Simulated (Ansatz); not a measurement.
Relaxed-ion elastic tensor of Li (hcp (Mg type), space group No. 194) in GPa (Voigt order), plane-wave PAW LDA (Ansatz code); density 0.61 g/cm³, 18.96 Å³ per atom.

```json
[
 {"": "1", "1": "23.2", "2": "14.2", "3": "7.4", "4": "0.0", "5": "0.0", "6": "0.0"},
 {"": "2", "1": "14.2", "2": "23.2", "3": "7.4", "4": "0.0", "5": "0.0", "6": "0.0"},
 {"": "3", "1": "7.4", "2": "7.4", "3": "30.8", "4": "0.0", "5": "0.0", "6": "0.0"},
 {"": "4", "1": "0.0", "2": "0.0", "3": "0.0", "4": "5.2", "5": "0.0", "6": "0.0"},
 {"": "5", "1": "0.0", "2": "0.0", "3": "0.0", "4": "0.0", "5": "5.2", "6": "0.0"},
 {"": "6", "1": "0.0", "2": "0.0", "3": "0.0", "4": "0.0", "5": "0.0", "6": "4.5"}
]
```

**Question.** Is the crystal mechanically stable?

**Answer.** Yes: the smallest eigenvalue of C is 4.5 GPa.

**Question.** Work out the Voigt, Reuss and Hill averages.

**Answer.** K_V = 15.0, K_R = 15.0, K_H = 15.0; G_V = 6.2, G_R = 5.5, G_H = 5.8 GPa.

**Question.** Give Young's modulus, Poisson's ratio, Pugh's ratio and the universal anisotropy index.

**Answer.** E = 9KG/(3K + G) = 15.5 GPa; ν = 0.33; K/G = 2.58 (ductile by the Pugh limit of 1.75); A_U = 5G_V/G_R + K_V/K_R − 6 = 0.68.

**Question.** Estimate the sound speeds and the Debye temperature.

**Answer.** v_l = √((K + 4G/3)/ρ) = 6120 m/s, v_t = √(G/ρ) = 3100 m/s, mean 3470 m/s; Θ = (h/k)(3n/4πV)^(1/3) v_m = 388 K.

**Question.** Solve the Christoffel equation for the three sound speeds along x, y, z.

**Answer.** Eigenvalues of C_ijkl n_j n_l equal ρv². In km/s, slowest first: x 2.72, 2.92, 6.18; y 2.72, 2.92, 6.18; z 2.92, 2.92, 7.12.

**Question.** How much does each axis shrink under pressure?

**Answer.** Linear compressibilities β_i = Σ_j S_ij (j = 1 to 3): x 22, y 22, z 22 per TPa.

Space group P6_3/mmc (hcp (Mg type)). The first step of the workflow began from a Materials Project structure, measured or hypothetical; the Crystallography Open Database files this formula in space group No. 194, but the cells were not matched. It is not the phase usual at ambient conditions (space group No. 229). The LDA relaxation kept the symmetry of its start; of distortions, only those at the zone centre were tested. As this level gives no gap, shear constants depend on the k-mesh and smearing (Fermi–Dirac, 0.1 eV here).

Potentials: the earlier of the program's two PAW sets.
